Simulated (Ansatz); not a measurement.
CaB6 in space group Pm-3m (No. 221; Ca on 1b, B on 6e) under volume change, HSE06 (plane waves, PAW; program Ansatz), shape and atoms relaxed at each volume.

```tsv
V (Å³/atom)	E − E(relaxed) (meV/atom)	P (GPa)
9.194	[?]	[?]
9.497	19.5	10.77
9.800	[?]	[?]
10.103	0.0	0.02
10.406	4.2	-4.35
10.709	16.1	-8.16
11.012	34.8	-11.48
```

**Question.** Fill in the missing entries.

**Answer.** 
- 9.194, E − E(relaxed) (meV/atom): 46.0
- 9.194, P (GPa): 17.36
- 9.800, E − E(relaxed) (meV/atom): 4.7
- 9.800, P (GPa): 5.03

**Question.** What does a third-order Birch–Murnaghan fit give for V₀, B₀ and B′?

**Answer.** V₀ = 10.10 Å³/atom, B₀ = 156 GPa, B′ = 3.6.

The cell was relaxed with HSE06 under the symmetry of its start.

Potentials: the later of the program's two PAW sets.
